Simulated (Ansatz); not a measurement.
MnHg (P4/mmm): start Mn1↑ Mn2↓; anisotropy by the force theorem

Level of theory: DFT, PBE, PAW with Ansatz's default frozen-core files, scalar-relativistic in Ansatz 0.2.0.

Command: `ansatz run input.yaml --threads 2 --pin off --max-ram 6144MiB --backend cpu --events-out ev --progress --plain --runs-dir out`

```yaml
crystal:
  lattice:
    - [3.288, 3.288, 0.0]
    - [0.0, 0.0, 3.313]
    - [3.288, -3.288, 0.0]
  atoms:
    - { symbol: Mn, position: [0.5, 0.5, 0.0], spin: 3.8 }
    - { symbol: Mn, position: [0.0, 0.5, 0.5], spin: -3.8 }
    - { symbol: Hg, position: [0.0, 0.0, 0.0] }
    - { symbol: Hg, position: [0.5, 0.0, 0.5] }
magnetization:
  spin_polarized: true
kpoints:
  mp_grid: { grid: [6, 8, 6] }
scf:
  occupations: { method: fermi_dirac, width: 0.05 }
  lower_state_search: "off"
hamiltonian:
  xc: pbe
  pseudopotentials: { kind: paw }
output:
  eigenvalues: false
  eigenstates:
    nscf_kmesh: { grid: [9, 12, 9] }
    top_band: c56
    magnetocrystalline_anisotropy:
      directions: [[0.0, 0.0, 1.0], [0.70710678, -0.70710678, 0.0], [1.0, 0.0, 0.0]]
```

Output:

```
settings of this run that can trade accuracy for cost: output.eigenvalues: false. Do not mix this run's numbers with those of runs without the same settings; the input reference describes each key
Engine: ansatz 0.2.0
Pseudopotentials: kind: paw
Pseudopotential: Mn, paw, valence charge 15, recommended cutoff 420 eV (normal), Mn.paw.azcp
Pseudopotential: Hg, paw, valence charge 20, recommended cutoff 420 eV (normal), Hg.paw.azcp
Functional definition: PBE
  parameter kappa = 0.804
  parameter beta = 0.06672455060314922
  exchange = pbe_x(kappa = kappa, mu = beta*pi^2/3)
  correlation = pbe_c(beta = beta)
Crystal: 4 atoms, lattice volume = 71.633 Å³
Basis set: ecut = 420 eV, 1419 PW (Γ)
Bands: 47, of which v1, the nominal top of the filled ones, is band 35 counted from 1 (34 counted from 0)
Symmetry: 16 space group operations
Space group: P4/mmm (ITA 123), of the structure as read, at distance tolerance 4.2e-5 Å
Magnetic group: BNS 123.349 (UNI 1009), of the structure as read, at distance tolerance 4.2e-5 Å
k-points: 50 of 288
Non-local potential: Mn, projectors of the file, l = 0: 3, l = 1: 2, l = 2: 3, l = 3: 1
Non-local potential: Hg, projectors of the file, l = 0: 3, l = 1: 2, l = 2: 2, l = 3: 1
PAW form: soft (Blöchl's): semilocal exchange-correlation on the pseudo side does not see the compensation charge
PAW one-centre angular grid: Mn, 590 points (default); XC on 64 Gauss nodes
PAW one-centre angular grid: Hg, 590 points (default); XC on 64 Gauss nodes
Initial density: superposition of atomic densities (chi_scale 0.1, normalization cell)
Starting moments: Σ|m| = 7.6 μB on 2 of 4 sites
Starting magnetic order: antiferromagnet; a translation exchanges its spin sublattices: spin-degenerate at every k-point
Initial wavefunctions: pseudopotential atomic-orbital guess
Functional: x = pbe(κ = 0.804, μ = 0.2195149727645171), c = pbe(β = 0.06672455060314922)
SCF iter   1: F=—  HF=-35425.038025 eV  |F-HF|=—  |Δ(HF+E_count)|=         —  Δρ=5.80e-2 (↑5.80e-2 ↓5.80e-2)  dr2=1.23e1  dr2_m=2.75e-2  M=0.000 μB ∫|m|=7.272 μB  β_m=0.30  ethr=3.10e-3  ⟨swp⟩=4.5  Hψ=7564  notcnv=0  defer=34
[...]
Free energy (F): -35423.062407 eV
Harris-Foulkes:  -35423.062407 eV  (|F-HF|=4.00e-8)
Internal energy: -35423.030477 eV  (E = F + TS)
E sigma→0 (E₀):  -35423.046442 eV
Entropy (-TS):   -0.031929 eV (-7.982 meV/atom)
Fermi energy:    16.492031 eV
--- Per-component energies (eV) ---
  E_band       = -1168.366721
  E_kinetic    = 1811.004791
  E_local      = -8411.641346  (includes V_loc(G=0)·N_el)
  E_nonlocal   = 640.893691
  E_hartree    = 3549.143318
  E_xc         = -666.445543
  E_vxc        = -813.376158  (∫ρ·V_xc dr)
  E_paw        = -22497.541338  (= ΣΔE_a)
  E_vpaw       = -1493.529171  (= ΣTr[D̂ρ^β])
  E_aug_tail   = 0.001867  (compensation charges beyond the density's cutoff)
  E_ewald      = -9848.445916
  E_smearing   = -0.031929  (= −TS)
  E_closure    = -0.000000  (closes the sum)
  Σ components = -35423.062407   (vs F -35423.062407, Δ=0.00e0)
--- Band table (eV; the first three rows and the last of 100) ---
  k-point 0 ↑: bands = ["-98.9376", "-98.9371", "-64.7432", "-60.6569", "-47.3713", "-47.3692", "-47.3590", "-47.3590", "-47.3427", "-47.3427", "-33.5326", "-33.5326", "-33.4331", "-29.5132", "-29.5132", "-29.4364", "6.9271", "8.1171", "8.2581", "8.2762", "8.4630", "8.9807", "8.9807", "9.4646", "9.4646", "9.5086", "10.1129", "12.5197", "13.8763", "14.0208", "14.6017", "14.6017", "15.0253", "15.025 …
  k-point 1 ↑: bands = ["-98.9375", "-98.9371", "-64.7432", "-60.6569", "-47.3712", "-47.3694", "-47.3583", "-47.3583", "-47.3434", "-47.3433", "-33.5327", "-33.5326", "-33.4332", "-29.5135", "-29.5133", "-29.4364", "7.1447", "8.2135", "8.3123", "8.3632", "8.4613", "9.0116", "9.0362", "9.4331", "9.4584", "9.4602", "9.9269", "12.0529", "13.8093", "13.9284", "14.2308", "14.4790", "14.5984", "15.3715 …
  k-point 2 ↑: bands = ["-98.9374", "-98.9372", "-64.7432", "-60.6569", "-47.3708", "-47.3697", "-47.3567", "-47.3566", "-47.3449", "-47.3449", "-33.5331", "-33.5326", "-33.4332", "-29.5139", "-29.5133", "-29.4365", "7.7233", "8.3827", "8.4749", "8.5147", "8.6174", "9.0949", "9.1752", "9.3320", "9.3489", "9.4262", "9.4931", "10.7619", "13.6515", "13.8286", "13.8869", "14.2434", "14.5918", "15.9815 …
  k-point 49 ↓: bands = ["-98.9371", "-98.9371", "-64.7422", "-60.6557", "-47.3830", "-47.3830", "-47.3623", "-47.3526", "-47.3472", "-47.3374", "-33.5315", "-33.5315", "-33.4488", "-29.5117", "-29.5117", "-29.4563", "8.0279", "8.1289", "8.4884", "8.4884", "8.9477", "9.0384", "9.0384", "9.0755", "10.0695", "10.0695", "12.5100", "12.5100", "14.0285", "14.4147", "14.4963", "14.9428", "14.9457", "14. …
settings of this run that can trade accuracy for cost: output.eigenvalues: false. Do not mix this run's numbers with those of runs without the same settings; the input reference describes each key
```

magnetocrystalline_anisotropy.tsv:

```
# direction_x	direction_y	direction_z	energy_mev	energy_tetrahedra_mev	beyond_first_order_mev	atom_0_mev	atom_1_mev	atom_2_mev	atom_3_mev	spread_mev	spread_tetrahedra_mev	orbital_0_along_direction_mub	orbital_1_along_direction_mub	orbital_2_along_direction_mub	orbital_3_along_direction_mub
# format = ansatz-magnetocrystalline-anisotropy/3
# nscf_kmesh_grid = 9 12 9
# nscf_kmesh_shift = 0 0 0
# n_bands = 91
# occupation_method = fermi_dirac
# smearing_width_ev = 0.05
# xc_rung = gga
# a1_ang = 3.288 3.288 0
# a2_ang = 0 0 3.313
# a3_ang = 3.288 -3.288 0
# atom = 0 Mn 0.5 0.5 0
# atom = 1 Mn 0 0.5 0.5
# atom = 2 Hg 0 0 0
# atom = 3 Hg 0.5 0 0.5
# kernel_functional = own
# kernel_scale = 1.0156
# goldstone_residual = 0.012886
# bands_end_over_fermi_ev = 36.923
# easy_direction_run = 1
# easy_direction_tetrahedra = 1
0	0	1	0	0	0.0027951	0	0	0	0	0	0	-0.023931	0.023931	-3.3156e-12	-9.4639e-14
0.70711	-0.70711	0	-2.7588	-2.9729	0.0025316	0.19073	0.19073	-1.3964	-1.3964	1.7907	3.6672	-0.026483	0.026483	0.0091385	-0.0091385
1	0	0	-2.7493	-2.949	0.0047048	0.19157	0.19157	-1.3806	-1.3806	1.7745	3.6318	-0.026625	0.026625	-2.7602e-12	-3.8789e-13
```

Site moments (μB): Mn1 3.85, Mn2 -3.85, Hg3 0.00, Hg4 0.00. Cell moment 0.00 μB.

The magnetic group in the log treats spin as a scalar label, without spin–orbit coupling.

The Ansatz runs typed with the search for lower states off end where their start leads. The magnetic state is the one that this cell and start allow. It needn't be the compound's measured order, which may need a larger cell or be absent.

It took 2.1 min on 2 threads of Arm Neoverse V1 (shared host), peak memory 0.83 GiB.
